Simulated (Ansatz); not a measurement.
**Zone-centre modes in Rb₂YInI₆**

All numbers below come from DFT PBEsol, scalar-relativistic, plane waves, PAW (Ansatz). The runs took a 420 eV cutoff, a Γ-centred 4×4×4 mesh and Gaussian smearing (0.05 eV). No spin polarisation.

The undisturbed cell (relaxed at this level; it needn't be the usual structure):

```
Rb Y In I
1.0
     0.00000    6.21089    6.21089
     6.21089    0.00000    6.21089
     6.21089    6.21089    0.00000
Rb Y In I
2 1 1 6
Direct
  0.75000 0.75000 0.75000
  0.25000 0.25000 0.25000
  0.00000 0.00000 0.00000
  0.50000 0.50000 0.50000
  0.76020 0.23980 0.23980
  0.23980 0.23980 0.76020
  0.23980 0.76020 0.76020
  0.23980 0.76020 0.23980
  0.76020 0.23980 0.76020
  0.76020 0.76020 0.23980
```

Harmonic modes by finite displacements of 0.02 Å, without the LO–TO term.

(1) At this geometry, is the structure stable against these modes?

(2) List the wavenumbers in cm⁻¹.

## Answers

(1) No: 9 modes are unstable, the strongest at 29i cm⁻¹.

(2) 29i, 29i, 29i, 29i, 29i, 29i, 26i, 26i, 26i, 0, 0, 0, 9, 9, 9, 36, 36, 36, 46, 46, 46, 94, 94, 94, 107, 107, 128, 161, 161, 161.

Cost: 1 run of about 8.7 core-minutes, on Intel Xeon Processor @ 2.50GHz (Skylake/Cascade Lake) (shared hosts).